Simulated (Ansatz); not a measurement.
The start is a generated cell, SnO built in the tenorite structure type. A full variable-cell relaxation at zero pressure is run with r2SCAN (plane waves to 500 eV, PAW, scalar-relativistic; Ansatz, a program for electronic structure). The first steps use a coarse 7×7×4 k-mesh.

Input geometry:
```
CELL_PARAMETERS angstrom
      2.87404    -2.10031     0.00000
      2.87404     2.10031     0.00000
     -1.04317     0.00000     6.20712
ATOMIC_POSITIONS crystal
  Sn 0.00000 0.50000 0.00000
  Sn 0.50000 0.00000 0.50000
  O  0.58160 0.41840 0.25000
  O  0.41840 0.58160 0.75000
```

By how much does the energy per atom fall from start to end?

0.34 eV/atom.

How does the volume per atom move from start to end?

-14.7 %, from 18.73 to 15.97 Å³/atom.

How do the shortest distances between atoms change?

The closest pairs of elements (up to four, under 3.6 Å), start → end: O–Sn 2.39 → 2.24 Å; O–O 3.22 → 3.12 Å; Sn–Sn 3.56 → 3.20 Å.

Is the relaxed structure metallic? Give its gap.

Zero (metallic).

Give the final cell and atomic positions.


Space group P4₂/mmc (No. 131); a = b = 3.1977 Å, c = 6.2487 Å, α = β = γ = 90.00°

```tsv
atom	site	symmetry	x	y	z
Sn	2c	mmm.	0.0000	0.5000	0.0000
O	2f	-4m2	0.5000	0.5000	0.2500
```

Final values are on a 10×10×6 k-mesh of the relaxed cell. No spin polarisation in the result.

The run could not lose the symmetry of its start: the end is stationary, and may be a saddle point rather than a minimum.

The relaxed structure here is a generated cell of SnO: the first start was made by placing the elements on the sites of a structure type, and the end was not matched to a known phase here, so it may be hypothetical. Known forms of SnO include space group No. 129.
